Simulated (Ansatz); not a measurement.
Cd2TeSe in space group R3m (No. 160; Cd on 3a, Cd on 3a, Te on 3a, Se on 3a) at seven volumes, the program Ansatz at the PBEsol level (PAW), shape and atoms relaxed at each. One row is withheld.

| V (Å³/atom) | P (GPa) |
|---|---|
| 28.271 | 5.38 |
| 29.203 | 3.27 |
| 30.135 | 1.50 |
| 31.067 | 0.00 |
| 31.999 | -1.26 |
| 32.931 | ? |
| 33.863 | -3.21 |

**Question.** Fit the shown pressures and predict the withheld one.

**Answer.** P = (3/2)B₀(x^(7/2) − x^(5/2))[1 + (3/4)(B′ − 4)(x − 1)] with x = (V₀/V)^(2/3). Least squares on the six rows gives V₀ = 31.068 Å³/atom, B₀ = 45.6 GPa, B′ = 4.71. At V = 32.931, x = 0.9619 and P = -2.32 GPa. The run itself gave -2.32 GPa.

The workflow started from a Materials Project entry (that database holds measured and hypothetical structures alike); the Crystallography Open Database copy checked does not list it. Its standing as an ambient phase is unchecked. The PBEsol relaxation kept the symmetry of its start; of distortions, only those at the zone centre were tested. Spin–orbit coupling is left out wherever it is not named.

Potentials: the later of the program's two PAW sets.
